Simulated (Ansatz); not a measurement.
Rough cost of magnetic runs on EuGe₂ (P-3m1) in Ansatz 0.2.0, 2 threads of AMD EPYC 7R43 64-Core Processor (Zen 3), on a shared host.

```
Eu Ge
1.0
     4.35825    0.00000    0.00000
    -2.17913    3.77436    0.00000
     0.00000    0.00000    4.29063
Eu Ge
1 2
Direct
  0.00000 0.00000 0.00000
  0.66667 0.33333 0.51573
  0.33333 0.66667 0.48427
```

```tsv
run	functional, mesh	k points solved	bands	iterations	wall time (s)	peak memory (GiB)
PAW: volume scaled by 1.1, no spin polarisation	LDA, 8×8×7	55	30	18	4.3	0.46
PAW: volume scaled by 0.74	LDA, 8×8×7	55	32	11	8.2	0.53
PAW: volume scaled by 0.96	LDA, 8×8×7	55	32	11	8.8	0.56
PAW: volume scaled by 1.25, no spin polarisation	LDA, 8×8×7	55	30	18	4.2	0.47
PAW: volume scaled by 0.86, no spin polarisation	LDA, 8×8×7	55	30	14	3	0.43
LAPW: volume scaled by 0.92	LDA, 8×8×7	55	52	14	57	0.88
PAW: volume scaled by 1.04	LDA, 8×8×7	55	32	12	9.6	0.56
PAW: volume scaled by 1.04, no spin polarisation	LDA, 8×8×7	55	30	17	4.5	0.46
PAW: free moments from the typed start	LDA, 8×8×7	55	32	11	11	0.57
```

Runs with the default search for lower states can spend part of their time in further cycles.
